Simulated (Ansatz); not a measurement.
TePb (rock salt, Fm-3m), plane-wave PAW PBE (Ansatz code). The conduction-band minimum lies at L, with 4 equivalent valleys. Second derivatives d²E/dk² of the lowest band at one valley (eV·Å²), along Cartesian directions:

| direction | d²E/dk² |
|---|---|
| [100] | 55.95 |
| [010] | 55.95 |
| [001] | 55.95 |
| [110] | 40.48 |
| [101] | 72.30 |
| [011] | 72.30 |

Problem. Find the principal effective masses, the density-of-states mass and the conductivity mass.

Solution. Off-diagonal terms follow from H_xy = H[110] − (H_xx + H_yy)/2, and m*/mₑ = 7.620 eV·Å² over each eigenvalue: 0.10, 0.11, 0.32. One valley's DOS mass (m₁m₂m₃)^(1/3) = 0.15, conductivity mass 3/(Σ 1/mᵢ) = 0.14 mₑ.

Problem. What effective density of states Nc follows at 300 K for parabolic valleys?

Solution. Nc = 2.509e19 × 4 × (0.15)^(3/2) ≈ 5.8e18 cm⁻³.

The PBE relaxation kept the symmetry of its start. Scalar-relativistic: spin–orbit coupling is off unless named, which matters more the heavier the elements.

Potentials: the earlier of the program's two PAW sets.

Edges and masses are those of Kohn–Sham bands, whose gap is no quasiparticle gap.
